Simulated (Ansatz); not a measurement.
Al$_{2}$O$_{3}$ in space group R-3 (No. 148; Al on 3a, Al on 3b, Al on 6c, O on 18f), r²SCAN (plane waves, PAW; program Ansatz). The conduction-band minimum lies at Γ, with 1 equivalent valley. Second derivatives d²E/dk² of the lowest band at one valley (eV·Å²), along Cartesian directions:

```csv
direction,d²E/dk²
[100],19.57
[010],19.57
[001],17.99
[110],19.57
[101],18.78
[011],18.78
```

Q: Find the principal effective masses, the density-of-states mass and the conductivity mass.

A: Off-diagonal terms follow from H_xy = H[110] − (H_xx + H_yy)/2, and m*/mₑ = 7.620 eV·Å² over each eigenvalue: 0.39, 0.39, 0.42. One valley's DOS mass (m₁m₂m₃)^(1/3) = 0.40, conductivity mass 3/(Σ 1/mᵢ) = 0.40 mₑ.

Q: What effective density of states Nc follows at 300 K for parabolic valleys?

A: Nc = 2.509e19 × 1 × (0.40)^(3/2) ≈ 6.3e18 cm⁻³.

Q: With the computed static dielectric constant 9.11 (mean of the diagonal), estimate a hydrogenic donor's binding energy and radius.

A: E = 13.606 eV × 0.40/9.11² ≈ 66 meV; a = 0.529 Å × ε/m* ≈ 12 Å. Semilocal masses tend to be too small when the gap is underestimated.

The first step of the workflow began from a Materials Project structure, measured or hypothetical; the Crystallography Open Database copy checked does not list it. It is not the phase usual at ambient conditions (space group No. 167). Symmetry was held in the r²SCAN relaxation; whether a distortion lowers the energy is not shown.

Potentials: the later of the program's two PAW sets.
